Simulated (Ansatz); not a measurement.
Cs2O2:
```xyz
4
Lattice="-2.1571 3.2299 3.7738 2.1571 -3.2299 3.7738 2.1571 3.2299 -3.7738" Properties=species:S:1:pos:R:3 pbc="T T T"
Cs     0.0000     0.0000     1.9179
Cs     0.0000     0.0000     5.6297
O      0.0000     3.9783     0.0000
O      0.0000     2.4816     0.0000
```

Relaxed with r²SCAN.

Task: Give the Bader charges and basin volumes of the independent atoms, the program Ansatz at the r²SCAN level (PAW).

Result: 

| atom | Bader charge (e) | Bader volume (Å³) |
|---|---|---|
| Cs1 | +0.81 | 35.3 |
| O3 | -0.81 | 15.9 |

Space group Immm. The first step of the workflow began from a Materials Project structure, measured or hypothetical; the Crystallography Open Database copy checked does not list it. Whether it is the stable phase at ambient conditions was not checked. Symmetry was held in the r²SCAN relaxation; its stability against distortions is not shown here. Scalar-relativistic: spin–orbit coupling is off unless named, which matters more the heavier the elements.

Potentials: the later of the program's two PAW sets.
